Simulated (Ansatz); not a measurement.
This run works on a proposed trial structure, not on a known crystal.

Input and command of a plane-wave DFT calculation in Ansatz:

```yaml
crystal:
  lattice:
    - [-1.5707480422, 1.5707480422, 8.8327443795]
    - [1.5707480422, -1.5707480422, 8.8327443795]
    - [1.5707480422, 1.5707480422, -8.8327443795]
  atoms:
    - { symbol: W, position: [0.6169244933, 0.6169244933, 0.0] }
    - { symbol: W, position: [0.3830755067, 0.3830755067, 0.0] }
    - { symbol: W, position: [0.0, 0.0, 0.0] }
    - { symbol: W, position: [0.7969598961, 0.7969598961, 0.0] }
    - { symbol: W, position: [0.2030401039, 0.2030401039, 0.0] }
    - { symbol: C, position: [0.5, 0.5, 0.0] }
basis:
  ecutwfc: 420
kpoints:
  mp_grid: { grid: [14, 14, 14] }
hamiltonian:
  xc: pbe
scf:
  occupations: { method: gaussian, width: 0.1 }
output:
  forces: true
  stress: true
  eigenvalues: true
relax:
  adjacent_minimum: "off"
  f_tol: 0.01
  max_steps: 80
  cell: { stress_tol: 0.05 }
```

```bash
ansatz run input.yaml --threads 1 --pin off --max-ram 2560MiB --backend cpu --events-out ev --progress --plain --runs-dir out
```

Processor: Arm Neoverse V2, 1 thread, on a host shared with other jobs.

**Question.** Estimate time, memory and problem size.

**Answer.** About 4.3 min, peak memory 0.85 GiB. It solves 45 bands at 244 k points (after reduction by symmetry) with about 1689 plane waves (on the last cell), in 32 SCF iterations over 5 ionic steps.
